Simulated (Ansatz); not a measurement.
SrAs$_{2}$Rh$_{2}$:
```
SrAs2Rh2
1.0
    2.86196     2.86306     0.00000
   -2.86196     2.86306     0.00000
   -2.85356     0.00000     6.08116
Sr As Rh
1 2 2
Direct
  0.00000   0.00000   0.00000
  0.63734   0.36266   0.27398
  0.36266   0.63734   0.72602
  0.24998   0.24998   0.50000
  0.75002   0.75002   0.50000
```

Relaxed with r²SCAN. Special points in fractions of this cell's reciprocal vectors: Γ (0.000, 0.000, 0.000); A (0.000, 0.000, 0.500); I2 (0.445, 0.445, 0.500); I (-0.445, 0.555, 0.500); M2 (-0.500, 0.500, 0.500); Y (0.500, 0.500, 0.000); L2 (0.000, 0.500, 0.500); V2 (0.000, 0.500, 0.000).

Question: List the band energies nearest the Fermi level at these points for r²SCAN (plane waves, PAW; program Ansatz).

Answer: In eV from the Fermi level; about four levels below and three above (degenerate sets whole), none deeper than 8.9 eV; points with the same levels are listed once.

```
k                     below           above
--  -----------------------  --------------
Γ   -1.49 -1.00 -1.00 -0.17  0.80 1.90 1.90
A   -0.84 -0.84 -0.49 -0.17  1.63 2.30 2.30
I2  -2.00 -1.74 -1.67 -1.64  0.18 0.36 3.94
M2  -1.99 -1.99 -1.91 -1.60  0.18 0.25 3.88
Y   -1.99 -1.99 -1.90 -1.59  0.17 0.26 3.89
L2  -3.01 -2.94 -2.68 -2.25  0.38 0.50 0.70
V2  -3.01 -2.94 -2.68 -2.25  0.38 0.48 0.70
```

Space group I4/mmm. The workflow started from a Materials Project entry (that database holds measured and hypothetical structures alike); the Crystallography Open Database copy checked does not list it. Whether it is the stable phase at ambient conditions was not checked. The cell was relaxed with r²SCAN under the symmetry of its start; its stability against distortions is not shown here. The run is not spin-polarised. Point labels and valley counts follow the cell and symmetry of the run, lower than the named group. Spin–orbit coupling is left out wherever it is not named.

Potentials: the later of the program's two PAW sets.
